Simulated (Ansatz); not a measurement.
A calculation with the code Ansatz. Plane-wave DFT: natural occupations of the f shells on orthogonalised atomic orbitals at the end of the run, rising, by spin; atoms or cell relaxed as the task says.

```
cell
1.0
     2.7329    4.7334   -2.9935
     2.7329   -4.7334   -2.9935
    -5.4657    0.0000   -2.9935
Gd B Ru
3 7 9
Direct
  0.0107 0.0157 0.9988
  0.6739 0.6608 0.6621
  0.3333 0.3333 0.3333
  0.0000 0.3333 0.6667
  0.6667 0.0000 0.3333
  0.3333 0.6667 0.0000
  0.0000 0.6667 0.3333
  0.6667 0.3333 0.0000
  0.3333 0.0000 0.6667
  0.9433 0.7124 0.8286
  0.6667 0.6667 0.1667
  0.3333 0.3333 0.8333
  0.0000 0.0000 0.5000
  0.8333 0.3333 0.3333
  0.5000 0.0000 0.0000
  0.1718 0.6743 0.6656
  0.0002 0.4820 0.9907
  0.6667 0.1667 0.6667
  0.3333 0.8333 0.3333
```

Starting moments (μB): Gd number 1 7.65, Gd number 2 7.65, Gd number 3 7.65; others 0.

| quantity | value |
| --- | --- |
| cell charge | 0 e |
| spin | collinear |
| scf start | atoms |
| lower state search | off |
| functional | PBEsol |
| wave cutoff | 420 eV |
| k mesh | 4, 4, 4 |
| k shift | 0.5, 0.5, 0.5 mesh steps |
| gaussian smearing | 0.05 eV |
| task | relax atoms |

Task: How are the f shells occupied at the end?

Result: 

```
shell atom  shell element  shell spin  shell occupation 1 (e)  shell occupation 2 (e)  shell occupation 3 (e)  shell occupation 4 (e)  shell occupation 5 (e)  shell occupation 6 (e)  shell occupation 7 (e)
         1             Gd          up                       1                       1                       1                       1                       1                       1                       1
         1             Gd        down                    0.01                    0.01                    0.02                    0.02                    0.03                    0.03                    0.04
         2             Gd          up                    0.99                       1                       1                       1                       1                       1                       1
         2             Gd        down                    0.01                    0.02                    0.02                    0.02                    0.03                    0.03                    0.04
         3             Gd          up                       1                       1                       1                       1                       1                       1                       1
         3             Gd        down                    0.01                    0.02                    0.02                    0.02                    0.03                    0.03                    0.04
```

Caveats: Gd without a U keeps its half-filled shell, but its 4f levels lie too near the Fermi level; occupations loosely converged; open f or d shells may hold a state above the lowest; the supercell is small.
